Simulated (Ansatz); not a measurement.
**Notes on YRh$_{2}$**

```
CELL_PARAMETERS angstrom
0.00000 7.58146 7.58146
3.79073 0.00000 3.79073
3.79073 3.79073 0.00000
ATOMIC_POSITIONS crystal
Rh 0.31250 0.62500 0.62500
Rh 0.81250 0.62500 0.62500
Rh 0.06250 0.62500 0.62500
Rh 0.56250 0.62500 0.62500
Rh 0.31250 0.62500 0.12500
Rh 0.81250 0.62500 0.12500
Rh 0.31250 0.12500 0.62500
Rh 0.81250 0.12500 0.62500
Y 0.00000 0.00000 0.00000
Y 0.50000 0.00000 0.00000
Y 0.12500 0.25000 0.25000
Y 0.62500 0.25000 0.25000
```

Single point in Ansatz 0.2.0 with r2SCAN, collinear spin. Cutoff 500 eV, PAW datasets, 2×4×4 Γ-centred k mesh, cold filling (width 0.1772 eV).

The state carries no moments; the state need not be the lowest.

Task: Is the cell too large or too small?

Result: The pressure is -5.0 GPa (compression positive), so with the atoms held at these fractions the cell would first shrink.

Task: What do density and ELF say about some of the short contacts?

Result: Rh–Rh at 2.68 Å: least valence density 0.37 e/Å³ and ELF 0.27 there. Rh–Y at 3.14 Å: least valence density 0.17 e/Å³ and ELF 0.12 there. Y–Y at 3.28 Å: least valence density 0.08 e/Å³ and ELF 0.04 there. These are pseudo-fields; inside the PAW spheres they differ from the all-electron ones.

Task: Is there a gap?

Result: It is a metal, with about 9.8 states/eV a cell as the mean within 0.25 eV of the Fermi level, mostly Rh d (80 %) and Y d (13 %).

Task: Give the Bader charges.

Result: Bader charges in e: Y +1.67, Rh -0.83. In the mean Y gives up most and Rh takes most.

Origin: a database entry at a rescaled volume. Caveats: the input typed no starting moments; the k mesh is coarse if the cell is a metal; wide smearing.
